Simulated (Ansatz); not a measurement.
## Data sheet: GeRh (DFT)

GeRh in space group P6/mmm (No. 191; Rh on 3f, Ge on 1a, Ge on 2d), a = b = 5.346 Å, c = 3.950 Å, α = β = 90.00°, γ = 120.00°.

Space group P6/mmm (No. 191); conventional cell a = 5.346 Å, b = 5.346 Å, c = 3.950 Å, α = 90.00°, β = 90.00°, γ = 120.00°.

Method: DFT-PBEsol in the program Ansatz with PAW potentials. Structure relaxed to zero pressure with the same functional. Other levels are named where they apply.

Cell and energy:

Volume per atom: 16.29 Å³
Density: 8.94 g/cm³
Formation energy from the elements (no fitted shifts): -0.40 eV/atom

Electronic structure:

Electronic character: metallic (no gap)
Density of states at the Fermi level: 0.32 states/eV per atom (mean over ±0.08 eV)
Gap with spin–orbit coupling: none (metallic)

Mechanics:

Bulk modulus (Birch–Murnaghan fit): 176 GPa
Pressure derivative B′: 4.9

A made-up cell: these elements were put on the sites of a structure type; neither database checked (COD, Materials Project) lists it. COD files the formula under space group No. 62. Its standing as an ambient phase is unchecked. The PBEsol relaxation kept the symmetry of its start; whether a distortion lowers the energy is not shown. No spin polarisation was allowed. The references are the lowest solids computed at this level, not always the standard phases. Spin–orbit coupling is left out wherever it is not named.

Potentials: the earlier of the program's two PAW sets. The files were generated under PBE; for other functionals the program regenerates the frozen cores, and for LDA and PBEsol the local potential too.
